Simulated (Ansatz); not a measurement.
Ba2CaMoO6:
```yaml
crystal:
  lattice:
    - [0.00000, 4.18632, 4.18632]
    - [4.18632, 0.00000, 4.18632]
    - [4.18632, 4.18632, 0.00000]
  atoms:
    - { symbol: Ba, position: [0.75000, 0.75000, 0.75000] }
    - { symbol: Ba, position: [0.25000, 0.25000, 0.25000] }
    - { symbol: Ca, position: [0.00000, 0.00000, 0.00000] }
    - { symbol: Mo, position: [0.50000, 0.50000, 0.50000] }
    - { symbol: O, position: [0.72768, 0.72768, 0.27232] }
    - { symbol: O, position: [0.27232, 0.27232, 0.72768] }
    - { symbol: O, position: [0.27232, 0.72768, 0.72768] }
    - { symbol: O, position: [0.72768, 0.27232, 0.27232] }
    - { symbol: O, position: [0.72768, 0.27232, 0.72768] }
    - { symbol: O, position: [0.27232, 0.72768, 0.27232] }
```

Relaxed with HSE06.

Task: Give the Bader charges and basin volumes of the independent atoms, DFT-HSE06 in the program Ansatz with PAW potentials.

Result: 

```tsv
atom	Bader charge (e)	Bader volume (Å³)
Ba1	+1.62	22.9
Ca3	+1.58	10.7
Mo4	+2.98	8.0
O5	-1.30	13.7
```

Space group Fm-3m. The first step of the workflow began from a Materials Project structure, measured or hypothetical; the Crystallography Open Database files this formula in space group No. 225, but the cells were not matched. Its standing as an ambient phase is unchecked. The HSE06 relaxation kept the symmetry of its start; whether a distortion lowers the energy is not shown. No spin polarisation was allowed. Scalar-relativistic: spin–orbit coupling is off unless named, which matters more the heavier the elements.

Potentials: the later of the program's two PAW sets.
